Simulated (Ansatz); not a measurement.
The start is a randomly generated symmetric cell of TiAl (space group No. 155). The cell and all atomic positions are relaxed at zero pressure with PBEsol (plane waves to 420 eV, PAW, scalar-relativistic; Ansatz, a quantum-chemistry and plane-wave program). The first steps use a coarse 8×8×8 k-mesh.

Initial structure:
```
CELL_PARAMETERS angstrom
      3.82751     2.20982     1.83342
     -3.82751     2.20982     1.83342
      0.00000    -4.41963     1.83342
ATOMIC_POSITIONS crystal
  Al 0.95416 0.04584 0.50000
  Al 0.50000 0.95416 0.04584
  Al 0.04584 0.50000 0.95416
  Ti 0.68225 0.68225 0.68225
  Ti 0.31775 0.31775 0.31775
  Ti 0.00000 0.00000 0.00000
```

- Outcome: The space group goes from R32 (No. 155) to P-6m2 (No. 187), with 2 atoms in the primitive cell
- Energy released: about 1.7 eV/atom
- Band gap at the end: zero (metallic)
- Optimiser moves: 23

The end point of the relaxation:

Space group P-6m2 (No. 187); a = 4.268 Å, b = 4.268 Å, c = 2.582 Å, α = 90.00°, β = 90.00°, γ = 120.00°

```json
[
 {"atom": "Al", "site": "1d", "symmetry": "-6m2", "x": "0.3333", "y": "0.6667", "z": "0.5000"},
 {"atom": "Ti", "site": "1a", "symmetry": "-6m2", "x": "0.0000", "y": "0.0000", "z": "0.0000"}
]
```

Final values are on a 13×13×18 k-mesh of the relaxed cell. The start holds a very short contact (Ti–Ti 1.75 Å). No spin polarisation in the result.

The run could not lose the symmetry of its start.

The first start was generated by a random draw of sites in a space group. Materials Project lists a structure of TiAl in the same space group, P-6m2 (No. 187); the sites were not compared with it, nor with measured phases. Known forms of TiAl include space group No. 123.
